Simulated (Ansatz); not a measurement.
LiNbO3 in space group R3c (No. 161; Li on 6a, Nb on 6a, O on 18b), the program Ansatz at the PBE level (PAW). The conduction-band minimum lies on the S2–F line, 10 % of the way from S2, with 6 equivalent valleys. Second derivatives d²E/dk² of the lowest band at one valley (eV·Å²), along Cartesian directions:

```
direction  d²E/dk²
---------  -------
[100]        5.268
[010]        6.688
[001]        8.166
[110]        4.749
[101]        11.20
[011]        10.01
```

Problem. Find the principal effective masses, the density-of-states mass and the conductivity mass.

Solution. Off-diagonal terms follow from H_xy = H[110] − (H_xx + H_yy)/2, and m*/mₑ = 7.620 eV·Å² over each eigenvalue: 0.64, 1.0, 8.6. One valley's DOS mass (m₁m₂m₃)^(1/3) = 1.8, conductivity mass 3/(Σ 1/mᵢ) = 1.1 mₑ.

Problem. What effective density of states Nc follows at 300 K for parabolic valleys?

Solution. Nc = 2.509e19 × 6 × (1.8)^(3/2) ≈ 3.6e20 cm⁻³.

Symmetry was held in the PBE relaxation. The run is not spin-polarised. Spin–orbit coupling is left out wherever it is not named.

Potentials: the earlier of the program's two PAW sets.

Edges and masses are those of Kohn–Sham bands, whose gap is no quasiparticle gap.
